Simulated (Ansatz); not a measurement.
Relaxed-ion elastic tensor of TePb (rock salt, Fm-3m) in GPa (Voigt order), r²SCAN in the plane-wave PAW code Ansatz; density 7.97 g/cm³, 34.88 Å³ per atom.

|  | 1 | 2 | 3 | 4 | 5 | 6 |
|---|---|---|---|---|---|---|
| 1 | 115 | 5.9 | 5.9 | 0.0 | 0.0 | 0.0 |
| 2 | 5.9 | 115 | 5.9 | 0.0 | 0.0 | 0.0 |
| 3 | 5.9 | 5.9 | 115 | 0.0 | 0.0 | 0.0 |
| 4 | 0.0 | 0.0 | 0.0 | 15.4 | 0.0 | 0.0 |
| 5 | 0.0 | 0.0 | 0.0 | 0.0 | 15.4 | 0.0 |
| 6 | 0.0 | 0.0 | 0.0 | 0.0 | 0.0 | 15.4 |

Task: Is the crystal mechanically stable?

Result: Yes: the smallest eigenvalue of C is 15.4 GPa.

Task: Work out the Voigt, Reuss and Hill averages.

Result: K_V = 42.2, K_R = 42.2, K_H = 42.2; G_V = 31.0, G_R = 21.6, G_H = 26.3 GPa.

Task: Give Young's modulus, Poisson's ratio, Pugh's ratio and the universal anisotropy index.

Result: E = 9KG/(3K + G) = 65.4 GPa; ν = 0.24; K/G = 1.60 (brittle by the Pugh limit of 1.75); A_U = 5G_V/G_R + K_V/K_R − 6 = 2.17.

Task: Estimate the sound speeds and the Debye temperature.

Result: v_l = √((K + 4G/3)/ρ) = 3110 m/s, v_t = √(G/ρ) = 1820 m/s, mean 2020 m/s; Θ = (h/k)(3n/4πV)^(1/3) v_m = 184 K.

Task: Give the Zener ratio and Young's modulus along [100], [110] and [111].

Result: A = 2C44/(C11 − C12) = 0.28; 1/E = S11 − 2(S11 − S12 − S44/2)Γ with Γ = 0, 1/4, 1/3 gives 114, 49.1, 41.3 GPa.

Task: Solve the Christoffel equation for the three sound speeds along [100], [110], [111].

Result: Eigenvalues of C_ijkl n_j n_l equal ρv². In km/s, slowest first: [100] 1.39, 1.39, 3.79; [110] 1.39, 2.61, 3.08; [111] 2.28, 2.28, 2.81.

The r²SCAN relaxation kept the symmetry of its start; of distortions, only those at the zone centre were tested. Scalar-relativistic: spin–orbit coupling is off unless named, which matters more the heavier the elements.

Potentials: the later of the program's two PAW sets.
